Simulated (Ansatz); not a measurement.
Relaxed Mo (bcc, W type):

```
CELL_PARAMETERS angstrom
     -3.16077     3.16077     3.16077
      1.58038    -1.58038     1.58038
      1.58038     1.58038    -1.58038
ATOMIC_POSITIONS crystal
  Mo 0.00000 0.00000 0.00000
  Mo 0.50000 0.00000 0.00000
```

The atoms are displaced by Q × the pattern below (from a DFPT mode at N = (0.5, 0.0, 0.0), largest move 1; Q in Å), at fixed cell. (q is in reciprocal vectors of the primitive cell; the cell shown is doubled to hold the pattern.)

```json
[
 {"atom": "Mo1", "x": "0.000", "y": "0.707", "z": "-0.707"},
 {"atom": "Mo2", "x": "0.000", "y": "-0.707", "z": "0.707"}
]
```

The numbers are results of PBE (plane waves to 420 eV, PAW, scalar-relativistic; Ansatz, a quantum-chemistry and plane-wave program), not measurements. k mesh 21×21×21 (Γ-centred), Fermi-Dirac smearing 0.05 eV. The energy includes the smearing's −TS. With partly filled bands, energies and forces of such displacements shift with the k mesh and the smearing. Mo is run without spin polarisation. Mo was relaxed with its symmetry unable to fall. The PAW data are Ansatz's earlier set. The zero of ΔE is the undisplaced structure.

| Q (Å) | ΔE (meV/cell) |
|---|---|
| -0.180 | 358 |
| -0.120 | 175 |
| -0.060 | 46 |
| 0.000 | 0 |
| 0.060 | 46 |
| 0.120 | 175 |
| 0.180 | 358 |

**Question.** Which DFPT wavenumber at N = (0.5, 0.0, 0.0) belongs to this mode?
(A) 194 cm⁻¹
(B) 258 cm⁻¹
(C) 121 cm⁻¹

**Answer.** A, 194 cm⁻¹. The curvature of the scan gives 191 cm⁻¹

(A displaced cell: forces are minus the slopes of the energy, force constants its curvatures, and phonons follow from these.)
